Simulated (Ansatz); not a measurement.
# Property card for MgZn$_{2}$O$_{3}$

MgZn₂O₃:
```xyz
6
Lattice="3.0088 0.0000 0.0000 -1.5044 2.6057 0.0000 0.0000 0.0000 7.3341" Properties=species:S:1:pos:R:3 pbc="T T T"
Mg     0.0000     0.0000     0.0000
Zn     0.0000     1.7371     4.9009
Zn     1.5044     0.8686     2.4332
O      0.0000     1.7371     1.1862
O      1.5044     0.8686     6.1479
O      0.0000     0.0000     3.6670
```

Space group P-3m1 (No. 164); conventional cell a = 3.0088 Å, b = 3.0088 Å, c = 7.3341 Å, α = 90.00°, β = 90.00°, γ = 120.00°.

Method: the program Ansatz at the PBEsol level (PAW). The cell and atoms are relaxed at this level. Other levels are named where they apply.

### Cell and energy

```yaml
volume_per_atom: 9.58 Å³
density: 5.86 g/cm³
Formation energy from the elements (no fitted shifts): -1.80 eV/atom
```

### Electronic structure

```yaml
band_gap: 1.88 eV (direct)
valence_band_maximum: at Γ
conduction_band_minimum: at Γ
electron_effective_mass: 0.24 mₑ (isotropic)
Hole effective mass, band 1 of 2 at the edge: 3.3 along x, 3.5 along z (mₑ)
Hole effective mass, band 2 of 2 at the edge: 0.44 along x, 3.5 along z (mₑ)
HSE06 gap on the PBEsol cell: 3.75 eV
```

### Mechanics

```yaml
Bulk modulus (Birch–Murnaghan fit): 176 GPa
Pressure derivative B′: 4.4
Elastic constants (relaxed ions, GPa): C11 = 300, C12 = 120, C13 = 109, C14 = 21.8, C33 = 312, C44 = 66.8
mechanical_stability: stable (all eigenvalues of C positive)
hill_bulk_and_shear_moduli: 176 and 79.2 GPa
Young's modulus: 207 GPa
Poisson's ratio: 0.30
debye_temperature_from_the_elastic_constants: 576 K
```

### Dielectric response

```yaml
Electronic dielectric constant ε∞ (DFPT): 4.57 (xx = yy), 4.44 (zz)
Static dielectric constant ε0 (ions relaxed, cell fixed): 20.8 (xx = yy), 17.6 (zz)
Born charges (a third of the trace): Mg +2.19, Zn +2.28, O -2.29 to -2.24 e
```

### Phonons

```yaml
Highest zone-centre frequency (without LO–TO term): 558 cm⁻¹
zone_centre_stability: no imaginary mode at Γ
```

The workflow started from a Materials Project entry (that database holds measured and hypothetical structures alike); the Crystallography Open Database copy checked does not list it. With Mg and Zn taken as one species the cell has the higher symmetry Fm-3m, so it may be an ordered model of a mixed-site phase. Whether it is the stable phase at ambient conditions was not checked. Symmetry was held in the PBEsol relaxation. The references are the lowest solids computed at this level, not always the standard phases (solids in place of the gases).

Potentials: the later of the program's two PAW sets.
